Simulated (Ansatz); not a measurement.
Input and command of a plane-wave DFT calculation in Ansatz:

```yaml
crystal:
  lattice:
    - [1.4041317216, 0.8106758274, 4.2408369942]
    - [-1.4041317216, 0.8106758274, 4.2408369942]
    - [0.0, -1.6213516549, 4.2408369942]
  atoms:
    - { symbol: Be, position: [0.75, 0.75, 0.75] }
    - { symbol: Be, position: [0.25, 0.25, 0.25] }
    - { symbol: Rh, position: [0.0, 0.0, 0.0] }
basis:
  ecutwfc: 420
kpoints:
  mp_grid: { grid: [6, 6, 6] }
hamiltonian:
  xc: pbe
scf:
  occupations: { method: gaussian, width: 0.1 }
  lower_state_search: "off"
output:
  forces: true
  stress: true
  eigenvalues: true
```

```bash
ansatz run input.yaml --threads 1 --pin off --max-ram 2560MiB --backend cpu --events-out ev --progress --plain --runs-dir out
```

Processor: Intel(R) Xeon(R) Platinum 8488C (Sapphire Rapids), 1 thread, on a host shared with other jobs.

Q: How long does it run, and how much memory does it take?

A: About 1 s on 1 thread of Intel(R) Xeon(R) Platinum 8488C (Sapphire Rapids), on a shared host, peak memory 0.32 GiB. It solves 15 bands at 32 k points (the mesh reduced by the symmetry that the task leaves, which can be less than the crystal's) with about 561 plane waves, in 6 SCF iterations.
